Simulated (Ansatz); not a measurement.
# La3In: elastic constants from stress and strain

```yaml
crystal:
  lattice:
    - [5.08540, 0.00000, 0.00000]
    - [0.00000, 5.08540, 0.00000]
    - [0.00000, 0.00000, 5.08540]
  atoms:
    - { symbol: La, position: [0.00000, 0.50000, 0.50000] }
    - { symbol: La, position: [0.50000, 0.00000, 0.50000] }
    - { symbol: La, position: [0.50000, 0.50000, 0.00000] }
    - { symbol: In, position: [0.00000, 0.00000, 0.00000] }
```

Atom numbers follow the list: La1, La2, La3, In4.

The cell comes from COD entry 1538828, which wasn't checked; take it as a given geometry.

Spin–orbit coupling is left out, though it moves levels of the heavy atoms by tenths of an eV or more.

All numbers below come from Ansatz 0.2.0, DFT, PBEsol, all-electron LAPW, scalar-relativistic.

Settings: a Γ-centred 7×7×7 k mesh, Fermi–Dirac smearing of 0.05 eV, basis error target 1 meV/atom, no spin polarisation.

The unstrained cell is at -2.63 GPa. Large strains and very small stresses are left out. Each strain is applied once, with fractional coordinates held (clamped ions), and σ below is the change of stress, positive in tension. One finite strain gives stress–strain coefficients at this pressure with an error of the order of the strain times third-order constants, a few per cent for each per cent of strain. In a metal the k mesh adds noise of tens of per cent to soft shears.

**Question.** Estimate the stiffness probed by this change, and the stress that it gives: equal xy, yz and zx engineering shear strains of -1 %.

**Answer.** σxy = -0.20 GPa and γxy = 2εxy = -0.0100, so C44 (clamped ions) = σxy/γxy = 20 GPa.

**Question.** With equal xy, yz and zx engineering shear strains of +1 %, the run gives σxy = 0.21 GPa and γxy = 2εxy = 0.0100. Which stiffness follows?

**Answer.** C44 (clamped ions) = σxy/γxy = 21 GPa.
